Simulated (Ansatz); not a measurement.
The elements of this relaxed trial crystal are hidden behind letters.

```
lattice vectors (Å)
   0.0000    4.5281    4.5281
   4.5281    0.0000    4.5281
   4.5281    4.5281    0.0000
fractional positions
X 0.0000 0.0000 0.0000
Z 0.2500 0.2500 0.2500
Z 0.7500 0.7500 0.7500
Q 0.7765 0.2235 0.2235
Q 0.2235 0.7765 0.7765
Q 0.2235 0.7765 0.2235
Q 0.7765 0.2235 0.7765
Q 0.2235 0.2235 0.7765
Q 0.7765 0.7765 0.2235
```

Level of theory: DFT PBE, scalar-relativistic, plane waves, PAW in Ansatz 0.2.0. Plane waves to 420 eV, a 6×6×6 mesh through Γ for the 9-atom cell and 0.02 eV Gaussian smearing; no spin polarisation.

```
Space group                              : Fm-3m (No. 225)
Conventional cell                        : a = 9.056 Å
Volume per atom                          : 20.63 Å³
Density                                  : 5.49 g/cm³
Energy over the elements                 : −2.884 eV/atom
Gap on the 6×6×6 mesh of the 9-atom cell : 4.99 eV
```

Energies are uncorrected and count from the elements' standard states at the same level.

**Question.** X is a d-block element of period 5, Z is a p-block element of period 6 and Q is a p-block element of period 2. Which elements are they?

**Answer.** X = Zr, Z = Tl, Q = F, so the formula is ZrTl2F6. Density times volume gives a mean mass of 5.49 × 20.63/1.6605 = 68.2 u per atom, and this set has 68.2 u. Zr has 6 F at 2.02 Å; Tl is surrounded by 12 F at 3.21 Å (long against covalent radii, as for large ions); F is surrounded by 1 Zr at 2.02 Å, 4 F at 2.86 Å and 4 Tl at 3.21 Å. Other sets within the hints have nearly the same mass, so mass alone doesn't settle it; this one was computed.

Spin–orbit coupling, which can matter for Tl, is left out. Kohn–Sham gaps at this level usually fall short of measured ones. The missing spin–orbit coupling can work the other way here. A later test with randomly moved atoms led to a structure 45 meV/atom lower, so this end is a saddle point or a shallow minimum.
